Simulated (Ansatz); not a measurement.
Values for one crystal, relaxed and computed with DFT-r²SCAN in the program Ansatz with PAW potentials; other levels are named.

- Volume per atom = 27.58 Å³
- Electronic character = metallic (no gap)
- Debye temperature from the elastic constants = 199 K
- Density of states at the Fermi level = 0.44 states/eV per atom (mean over ±0.08 eV)
- Highest zone-centre frequency = 126 cm⁻¹
- Young's modulus = 61.3 GPa
- Pressure derivative B′ = 4.9

### Question
Which compound is it?
A. Pb, fcc (Cu type)
B. Sn, β-Sn type
C. Fe, bcc (W type)
D. Tl, hcp (Mg type)

### Answer
B, Sn, β-Sn type

Space group I4_1/amd (β-Sn type). The cell was relaxed with r²SCAN under the symmetry of its start; of distortions, only those at the zone centre were tested. As this level gives no gap, shear constants depend on the k-mesh and smearing (Fermi–Dirac, 0.1 eV here). As this level gives no gap, phonon frequencies hold no LO–TO term and depend on the k-mesh and smearing (Fermi–Dirac, 0.1 eV here). On the denser mesh and wider smearing of the elastic run this cell carries a stress of 0.5 GPa. Spin–orbit coupling is left out wherever it is not named.

Potentials: the later of the program's two PAW sets.
